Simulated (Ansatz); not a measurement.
# Calculated ¹⁷O NMR of the central transition for CaVAgO4

Cell: a diffraction structure from the COD, its atoms then relaxed with PBE in this cell.

Space group Pnma (No. 62); a = 7.0325, b = 5.8668, c = 9.3856 Å.

```csv
site,Wyckoff,site symmetry,x,y,z
Ca,4c,.m.,0.9982,0.2500,0.7327
V,4c,.m.,0.2413,0.2500,0.3965
Ag,4c,.m.,0.2128,0.2500,0.0630
O13,4c,.m.,0.5283,0.2500,0.0180
O17,8d,1,0.2421,0.5075,0.7894
O25,4c,.m.,0.4175,0.2500,0.5228
```

One atom of each set is listed.

The numbers come from a DFT calculation in Ansatz (r2SCAN, plane waves and PAW, scalar-relativistic, 500 eV cutoff, Γ-centred 3×4×3 k-points, Fermi–Dirac smearing 0.02 eV).

¹⁷O has I = 5/2 and Q = -25.58 mb (Pyykkö 2018); at 16.4 T its Larmor frequency is ν₀ = 94.7 MHz. Only the quadrupole interaction is simulated: positions count from each site's isotropic chemical shift, and J coupling is left out, as are shift anisotropy and dipolar coupling, which fast spinning averages.

Task: Give C_Q, η, the quadrupolar product P_Q = |C_Q|(1 + η²/3)^½, the second-order isotropic shift and the breadth of the pattern (fast magic-angle spinning) for each O site.

Result: 

| site | first shell | C_Q (MHz) | η | P_Q (MHz) | δ_QIS (ppm) | breadth (kHz) |
| --- | --- | --- | --- | --- | --- | --- |
| O13 | 1 V at 1.70 Å; also 1 Ag at 2.26 Å, 1 Ca at 2.36 Å | -2.10 | 0.31 | 2.14 | -3.05 | 0.664 |
| O17 | 1 V at 1.75 Å; also 2 Ca at 2.35–2.36 Å, 2 Ag at 2.58–2.99 Å | 1.31 | 0.41 | 1.35 | -1.21 | 0.266 |
| O25 | 1 V at 1.71 Å, 1 Ag at 2.23 Å; also 1 Ca at 2.36 Å | -1.68 | 0.52 | 1.75 | -2.05 | 0.451 |

δ_QIS = −(ν_Q²/30ν₀²)[I(I+1) − 3/4](1 + η²/3) × 10⁶ ppm with ν_Q = 3|C_Q|/[2I(2I−1)]; it falls as 1/B₀² in ppm, and the breadth as 1/B₀ in kHz.

The largest force is 0.4 eV/Å, so the atoms aren't at the calculated equilibrium and relaxing them would move these values. Without spin–orbit coupling (the program notes it for Ag) the gradients are little affected as a rule: paired runs on crystals with a gap mostly move them by under 2 % at such atoms.

The run took 2.4 min of wall time (2.4 min of CPU time) and 1.8 GiB at its peak, on 1 thread of Arm Neoverse V2 (aarch64; 8 cores open to the job, memory cap 3.0 GiB, no GPU), a shared host with a load of 0.4 a core.
